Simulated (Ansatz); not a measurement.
One crystal and one scan (energy against volume) at two levels, r2SCAN (plane waves to 500 eV, PAW, scalar-relativistic; Ansatz, a first-principles code) and PBE (plane waves to 420 eV, PAW, scalar-relativistic; Ansatz), each from its own relaxed cell and on its own mesh. The cell shown is that of r2SCAN.

Zr (hcp, Mg type)

```xyz
2
Lattice="3.2459 0.0000 0.0000 -1.6230 2.8110 0.0000 0.0000 0.0000 5.1512" Properties=species:S:1:pos:R:3 pbc="T T T"
Zr     0.0000     1.8740     3.8634
Zr     1.6230     0.9370     1.2878
```

Equation-of-state scan: isotropic scaling of the cell above, V₀ being its volume. Symmetry pins the atoms to their sites.

The energy includes the smearing's −TS. The PAW data are Ansatz's earlier set. Zr is run without spin polarisation. Zr was relaxed with its symmetry unable to fall. With the shape held, the modulus is that of even scaling; a crystal free to change shape is softer. Percentages come from the unrounded values. Both scans cover V/V₀ from 0.900 to 1.100.

Results of r2SCAN:

```
Item                                                                         Result
---------------------------------------------------------------------------  ------
Lattice constant a (Å)                                                        3.246
Lattice constant c (Å)                                                        5.151
Relaxed volume (Å³/atom)                                                      23.50
Pressure at the smallest volume (GPa)                                          11.9
Bulk modulus at fixed cell shape B₀ (third-order Birch-Murnaghan fit) (GPa)    95.5
```

Q: What does PBE give for the same quantities?

A: 
| quantity | PBE | r2SCAN − PBE |
|---|---|---|
| Lattice constant a (Å) | 3.232 | +0.014 (+0.4 %) |
| Lattice constant c (Å) | 5.174 | -0.023 (-0.4 %) |
| Relaxed volume (Å³/atom) | 23.40 | +0.10 (+0.4 %) |
| Pressure at the smallest volume (GPa) | 11.7 | +0.2 (+2 %) |
| Bulk modulus at fixed cell shape B₀ (third-order Birch-Murnaghan fit) (GPa) | 93.8 | +1.7 (+1.9 %) |

r2SCAN gives the higher value for: lattice constant a; bulk modulus at fixed cell shape B₀. r2SCAN gives the lower value for: lattice constant c. They agree on: relaxed volume (within 0.6 %). Neither level is exact: the differences show how much the result hangs on the functional.

(A scan under strain: stresses follow from slopes of the energy per volume, elastic moduli from its curvatures.)
